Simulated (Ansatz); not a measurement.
# ZnS — core-level photoemission

Cell: an entry of the Crystallography Open Database (COD) whose atoms were relaxed with PBE, the cell held, repeated to a supercell; a hole's nearest image is 7.6 Å away.

```cif
data_ZnS
_symmetry_space_group_name_H-M 'F-43m'
_symmetry_Int_Tables_number 216
_cell_length_a 5.4040
_cell_length_b 5.4040
_cell_length_c 5.4040
_cell_angle_alpha 90.000
_cell_angle_beta 90.000
_cell_angle_gamma 90.000
loop_
_atom_site_label
_atom_site_type_symbol
_atom_site_symmetry_multiplicity
_atom_site_Wyckoff_symbol
_atom_site_fract_x
_atom_site_fract_y
_atom_site_fract_z
Zn1 Zn 4 c 0.2500 0.2500 0.2500
S9 S 4 a 0.0000 0.0000 0.0000
```

One atom of each set is listed; the run and its k-mesh use a cell of 16 atoms with edges of 7.64, 7.64, 7.64 Å.

All values are calculated (Ansatz; DFT, PBE, plane waves and PAW, scalar-relativistic, 420 eV cutoff, Γ-centred 3×3×3 k-points, fixed occupations), not measured.

Each value is a total-energy difference between the cell with one core hole and the ground state (ΔSCF), counted from the top of the valence band. The valence electrons get no spin in the cell with the hole, so they can't polarise against the unpaired core electron; that puts absolute values high, by some tenths of an eV and in some cases by about 1 eV. The periodic images are corrected with the calculated ε∞ = 5.91.

Question: Give the Zn 2p, S 2p lines of each distinct site.

Answer: 

```
 line  atom     first shell  E_B (eV)  j = l + ½ / j = l − ½ (eV)
Zn 2p     1   4 S at 2.34 Å    1025.1             1017.3 / 1040.7
 S 2p     9  4 Zn at 2.34 Å     161.3               160.9 / 162.1
```

For p, d and f shells E_B is the weighted mean of the two lines, whose splitting comes from the free atom's Dirac orbitals.

The program doubts some values: the cell is too small to check the potential alignment. Absolute PBE values can be off by an eV or more. Multiplets, satellites and widths aren't calculated.
